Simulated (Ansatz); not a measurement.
LuBPd3 (cubic perovskite, Pm-3m), the program Ansatz at the PBEsol level (PAW), all energies at zero smearing, with the estimated change up to a 700 eV cutoff added, with one set of potentials and settings (totals compare only within such a set). Cell of 5 atoms (3 Pd, 1 Lu, 1 B): -35487.285 eV.

```csv
element,reference phase,E (eV/atom)
Pd,"Fm-3m, 1 atoms in the cell",-6906.6520
Lu,"P6_3/mmc, 2 atoms in the cell",-14611.4863
B,"R-3m, 12 atoms in the cell",-152.6698
```

Formation energy per atom, worked out: (-35487.285 − 3×(-6906.6520) − 1×(-14611.4863) − 1×(-152.6698))/5 = -0.635 eV/atom (-61 kJ per mol of atoms), at 0 K, without zero-point energy or fitted corrections.

The workflow started from an entry of the Crystallography Open Database (COD). Whether it is the stable phase at ambient conditions was not checked. The PBEsol relaxation kept the symmetry of its start; of distortions, only those at the zone centre were tested. The run is not spin-polarised. The references are the lowest solids computed at this level, not always the standard phases. Scalar-relativistic: spin–orbit coupling is off unless named, which matters more the heavier the elements.

Potentials: the later of the program's two PAW sets.
